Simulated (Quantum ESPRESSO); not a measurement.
Ir4Ga2InOs, one run as intended and one with a planted mistake

Computed values, not a measurement. The program is pw.x of Quantum ESPRESSO 7.5 (plane-wave density functional theory). The cell is made up: eight metal atoms on a face-centred cubic lattice, with elements, volume, strain and displacements drawn at random and not relaxed, so it may be unstable or far from any real phase. PseudoDojo standard norm-conserving files set the functional (PBE unless stated); there is no spin polarisation or spin-orbit coupling, the Fermi-Dirac width of 0.25 eV means electrons at about 2900 K, and the masses in the input are unused placeholders. Heavy elements are run without spin-orbit coupling, which real alloys of them have. A spin test at this wide smearing found no moment, but such smearing suppresses magnetism that the real alloy may have.

Intended input:

```
&control calculation='scf', pseudo_dir='./dojo.nc.sr.pbe.v0_5.standard.upf', outdir='./o', disk_io='minimal', tprnfor=.true., tstress=.true. /
&system ibrav=0, nat=8, ntyp=4, nbnd=76, ecutwfc=79.96652505, nosym=.true., tot_charge=0,
 occupations='smearing', smearing='fd', degauss=0.0183746611
/
&electrons conv_thr=1.470e-08, electron_maxstep=70, mixing_beta=0.5 /
ATOMIC_SPECIES
Ga 1.0 Ga.upf
In 1.0 In.upf
Ir 1.0 Ir.upf
Os 1.0 Os.upf
CELL_PARAMETERS angstrom
0.0597 2.0357 2.0768
-4.0462 3.9848 -4.1866
-4.0509 -4.1066 4.0695
ATOMIC_POSITIONS angstrom
Ir -0.0038 -0.0004 0.0164
Ir -4.1743 -2.082 1.9932
Ir -4.0022 -0.0741 -0.0677
Ga -4.0786 2.1345 -2.2075
Ir -1.8963 0.036 2.0593
In -2.036 2.0023 -0.068
Ga -5.9737 -0.1349 1.9983
Os -6.0622 1.8638 0.0232
K_POINTS automatic
8 4 4 1 1 1
```

The log is shortened where brackets say so; the opening notice, blank lines, dates and the lines on written files are dropped, and the path of the files is cut. It prints rydbergs, bohrs and kilobars, and counts compression as positive stress. Its total energy is the free energy E - TS of the whole cell.

Log of the intended run:

```
     Program PWSCF v.7.5
     Parallel version (MPI & OpenMP), running on       4 processor cores
     Number of MPI processes:                 4
     Threads/MPI process:                     1
     [start-up lines left out]
     bravais-lattice index     =            0
     lattice parameter (alat)  =       5.4967  a.u.
     unit-cell volume          =     917.8959 (a.u.)^3
     number of atoms/cell      =            8
     number of atomic types    =            4
     number of electrons       =       123.00
     number of Kohn-Sham states=           76
     kinetic-energy cutoff     =      79.9665  Ry
     charge density cutoff     =     319.8661  Ry
     scf convergence threshold =      1.5E-08
     mixing beta               =       0.5000
     number of iterations used =            8  plain     mixing
     Exchange-correlation= PBE
                           (   1   4   3   4   0   0   0)
     [axes and pseudopotential details left out]
   Cartesian axes
     site n.     atom                  positions (alat units)
         1        Ir     tau(   1) = (  -0.0013064  -0.0001375   0.0056382  )
         2        Ir     tau(   2) = (  -1.4350914  -0.7157752   0.6852464  )
         3        Ir     tau(   3) = (  -1.3759248  -0.0254750  -0.0232747  )
         4        Ga     tau(   4) = (  -1.4021905   0.7338243  -0.7589211  )
         5        Ir     tau(   5) = (  -0.6519330   0.0123765   0.7079711  )
         6        In     tau(   6) = (  -0.6999607   0.6883749  -0.0233779  )
         7        Ga     tau(   7) = (  -2.0537109  -0.0463776   0.6869998  )
         8        Os     tau(   8) = (  -2.0841365   0.6407597   0.0079760  )
     number of k points=    64  Fermi-Dirac smearing, width (Ry)=  0.0184
                       cart. coord. in units 2pi/alat
        k(    1) = (  -0.0911516   0.0460187   0.0450488), wk =   0.0312500
        k(    2) = (  -0.1809591   0.0024298   0.0903567), wk =   0.0312500
     [further k points left out]
     Dense  grid:    88695 G-vectors     FFT dimensions: (  32,  75,  75)
     Estimated max dynamical RAM per process >     378.57 MB
     Estimated total dynamical RAM >       1.42 GB
     Initial potential from superposition of free atoms
     starting charge     122.9899, renormalised to     123.0000
     Starting wfcs are   77 randomized atomic wfcs
     total cpu time spent up to now is        6.4 secs
     per-process dynamical memory:   301.5 Mb
     Self-consistent Calculation
     iteration #  1     ecut=    79.97 Ry     beta= 0.50
     Davidson diagonalization with overlap
     ethr =  1.00E-02,  avg # of iterations =  5.3
     Threshold (ethr) on eigenvalues was too large:
     Diagonalizing with lowered threshold
     Davidson diagonalization with overlap
     ethr =  3.70E-04,  avg # of iterations =  2.3
     total cpu time spent up to now is       40.8 secs
     total energy              =   -1562.11517675 Ry
     estimated scf accuracy    <       0.46002315 Ry
     iteration #  2     ecut=    79.97 Ry     beta= 0.50
     Davidson diagonalization with overlap
     ethr =  3.74E-04,  avg # of iterations =  3.4
     total cpu time spent up to now is       58.8 secs
     total energy              =   -1561.76113582 Ry
     estimated scf accuracy    <       7.61179774 Ry
     [iterations 3 to 16 left out]
     iteration # 17     ecut=    79.97 Ry     beta= 0.50
     Davidson diagonalization with overlap
     ethr =  4.11E-11,  avg # of iterations =  2.0
     total cpu time spent up to now is      288.7 secs
     total energy              =   -1562.34148157 Ry
     estimated scf accuracy    <       0.00000013 Ry
     iteration # 18     ecut=    79.97 Ry     beta= 0.50
     Davidson diagonalization with overlap
     ethr =  4.11E-11,  avg # of iterations =  1.7
     total cpu time spent up to now is      302.5 secs
     End of self-consistent calculation
     [lines on levels left out]
!    total energy              =   -1562.34148158 Ry
     estimated scf accuracy    <          1.5E-09 Ry
     smearing contrib. (-TS)   =      -0.11231502 Ry
     internal energy E=F+TS    =   -1562.22916656 Ry
     The total energy is F=E-TS. E is the sum of the following terms:
     one-electron contribution =    -365.88281498 Ry
     hartree contribution      =     269.85248366 Ry
     xc contribution           =    -339.52337674 Ry
     ewald contribution        =   -1126.67545851 Ry
     convergence has been achieved in  18 iterations
     Forces acting on atoms (cartesian axes, Ry/au):
     atom    1 type  3   force =     0.04575125    0.00130740   -0.00721574
     atom    2 type  3   force =     0.06413112    0.00858255   -0.00839639
     atom    3 type  3   force =    -0.03681947    0.01027152   -0.00596729
     atom    4 type  1   force =    -0.06779815   -0.01027898    0.00217390
     atom    5 type  3   force =    -0.03293151   -0.03033355    0.02847760
     atom    6 type  2   force =     0.01564865   -0.02727597    0.03489176
     atom    7 type  1   force =     0.02929951    0.04760038   -0.04044440
     atom    8 type  4   force =    -0.01728141    0.00012665   -0.00351943
     Total force =     0.150667     Total SCF correction =     0.000221
     Computing stress (Cartesian axis) and pressure
          total   stress  (Ry/bohr**3)                   (kbar)     P=     -158.33
  -0.00110999  -0.00003412  -0.00015755         -163.29       -5.02      -23.18
  -0.00003412  -0.00099887   0.00012171           -5.02     -146.94       17.90
  -0.00015755   0.00012171  -0.00112003          -23.18       17.90     -164.76
     init_run     :      5.75s CPU      6.01s WALL (       1 calls)
     electrons    :    289.81s CPU    296.06s WALL (       1 calls)
     forces       :      2.60s CPU      2.62s WALL (       1 calls)
     stress       :      9.24s CPU      9.55s WALL (       1 calls)
     [timing details left out]
     PWSCF        :   5m 7.82s CPU   5m14.68s WALL
     JOB DONE.
```

A second run has one planted mistake: two atoms have their elements exchanged. The input lines that differ:

```
- Ir -1.8963 0.036 2.0593
+ Os -1.8963 0.036 2.0593
- Os -6.0622 1.8638 0.0232
+ Ir -6.0622 1.8638 0.0232
```

Its log:

```
     Program PWSCF v.7.5
     Parallel version (MPI & OpenMP), running on       4 processor cores
     Number of MPI processes:                 4
     Threads/MPI process:                     1
     [start-up lines left out]
     bravais-lattice index     =            0
     lattice parameter (alat)  =       5.4967  a.u.
     unit-cell volume          =     917.8959 (a.u.)^3
     number of atoms/cell      =            8
     number of atomic types    =            4
     number of electrons       =       123.00
     number of Kohn-Sham states=           76
     kinetic-energy cutoff     =      79.9665  Ry
     charge density cutoff     =     319.8661  Ry
     scf convergence threshold =      1.5E-08
     mixing beta               =       0.5000
     number of iterations used =            8  plain     mixing
     Exchange-correlation= PBE
                           (   1   4   3   4   0   0   0)
     [axes and pseudopotential details left out]
   Cartesian axes
     site n.     atom                  positions (alat units)
         1        Ir     tau(   1) = (  -0.0013064  -0.0001375   0.0056382  )
         2        Ir     tau(   2) = (  -1.4350914  -0.7157752   0.6852464  )
         3        Ir     tau(   3) = (  -1.3759248  -0.0254750  -0.0232747  )
         4        Ga     tau(   4) = (  -1.4021905   0.7338243  -0.7589211  )
         5        Os     tau(   5) = (  -0.6519330   0.0123765   0.7079711  )
         6        In     tau(   6) = (  -0.6999607   0.6883749  -0.0233779  )
         7        Ga     tau(   7) = (  -2.0537109  -0.0463776   0.6869998  )
         8        Ir     tau(   8) = (  -2.0841365   0.6407597   0.0079760  )
     number of k points=    64  Fermi-Dirac smearing, width (Ry)=  0.0184
                       cart. coord. in units 2pi/alat
        k(    1) = (  -0.0911516   0.0460187   0.0450488), wk =   0.0312500
        k(    2) = (  -0.1809591   0.0024298   0.0903567), wk =   0.0312500
     [further k points left out]
     Dense  grid:    88695 G-vectors     FFT dimensions: (  32,  75,  75)
     Estimated max dynamical RAM per process >     378.57 MB
     Estimated total dynamical RAM >       1.42 GB
     Initial potential from superposition of free atoms
     starting charge     122.9899, renormalised to     123.0000
     Starting wfcs are   77 randomized atomic wfcs
     total cpu time spent up to now is        6.1 secs
     per-process dynamical memory:   301.5 Mb
     Self-consistent Calculation
     iteration #  1     ecut=    79.97 Ry     beta= 0.50
     Davidson diagonalization with overlap
     ethr =  1.00E-02,  avg # of iterations =  5.3
     Threshold (ethr) on eigenvalues was too large:
     Diagonalizing with lowered threshold
     Davidson diagonalization with overlap
     ethr =  2.61E-04,  avg # of iterations =  3.1
     total cpu time spent up to now is       41.8 secs
     total energy              =   -1562.20111858 Ry
     estimated scf accuracy    <       0.32624751 Ry
     iteration #  2     ecut=    79.97 Ry     beta= 0.50
     Davidson diagonalization with overlap
     ethr =  2.65E-04,  avg # of iterations =  3.4
     total cpu time spent up to now is       59.9 secs
     total energy              =   -1561.97869110 Ry
     estimated scf accuracy    <       3.54035704 Ry
     [iterations 3 to 16 left out]
     iteration # 17     ecut=    79.97 Ry     beta= 0.50
     Davidson diagonalization with overlap
     ethr =  3.97E-11,  avg # of iterations =  3.1
     total cpu time spent up to now is      287.0 secs
     total energy              =   -1562.33736455 Ry
     estimated scf accuracy    <       0.00000013 Ry
     iteration # 18     ecut=    79.97 Ry     beta= 0.50
     Davidson diagonalization with overlap
     ethr =  3.97E-11,  avg # of iterations =  1.7
     total cpu time spent up to now is      300.7 secs
     End of self-consistent calculation
     [lines on levels left out]
!    total energy              =   -1562.33736456 Ry
     estimated scf accuracy    <          2.0E-09 Ry
     smearing contrib. (-TS)   =      -0.11334746 Ry
     internal energy E=F+TS    =   -1562.22401710 Ry
     The total energy is F=E-TS. E is the sum of the following terms:
     one-electron contribution =    -364.83818205 Ry
     hartree contribution      =     269.32861245 Ry
     xc contribution           =    -339.52621943 Ry
     ewald contribution        =   -1127.18822806 Ry
     convergence has been achieved in  18 iterations
     Forces acting on atoms (cartesian axes, Ry/au):
     atom    1 type  3   force =     0.01447745   -0.01367752    0.00714821
     atom    2 type  3   force =     0.06227383    0.01244599   -0.01261345
     atom    3 type  3   force =    -0.00876144   -0.00196438    0.00857331
     atom    4 type  1   force =    -0.06453136   -0.01475767    0.00523988
     atom    5 type  4   force =    -0.04045513   -0.01830770    0.01477531
     atom    6 type  2   force =     0.01264371   -0.02558592    0.03335737
     atom    7 type  1   force =     0.03226425    0.04806865   -0.04120996
     atom    8 type  3   force =    -0.00791131    0.01377854   -0.01527066
     Total force =     0.137318     Total SCF correction =     0.000267
     Computing stress (Cartesian axis) and pressure
          total   stress  (Ry/bohr**3)                   (kbar)     P=     -156.88
  -0.00109059  -0.00005392  -0.00014594         -160.43       -7.93      -21.47
  -0.00005392  -0.00099124   0.00011360           -7.93     -145.82       16.71
  -0.00014594   0.00011360  -0.00111758          -21.47       16.71     -164.40
     init_run     :      5.70s CPU      5.92s WALL (       1 calls)
     electrons    :    289.01s CPU    294.62s WALL (       1 calls)
     forces       :      2.60s CPU      2.61s WALL (       1 calls)
     stress       :      8.87s CPU      9.09s WALL (       1 calls)
     [timing details left out]
     PWSCF        :   5m 6.34s CPU   5m12.43s WALL
     JOB DONE.
```

|  | intended run | run with the mistake |
| --- | --- | --- |
| free energy (eV) | -21256.739 | -21256.683 |
| entropy term -TS, part of it (eV) | -1.528 | -1.542 |
| pressure (GPa) | -15.83 | -15.69 |
| size of the largest force component (eV/Å) | 1.743 | 1.659 |
| largest change of a force component (eV/Å) |  | 0.804 |
| iterations | 18 | 18 |

For scale, a rerun of the intended cell at a higher cutoff and on a denser mesh moved values by no more than 0.004 eV in energy, 0.07 GPa in stress and 0.018 eV/Å in force, and a second program with other atomic files agreed on that cell to 2 % rms in force and 0.5 GPa in pressure.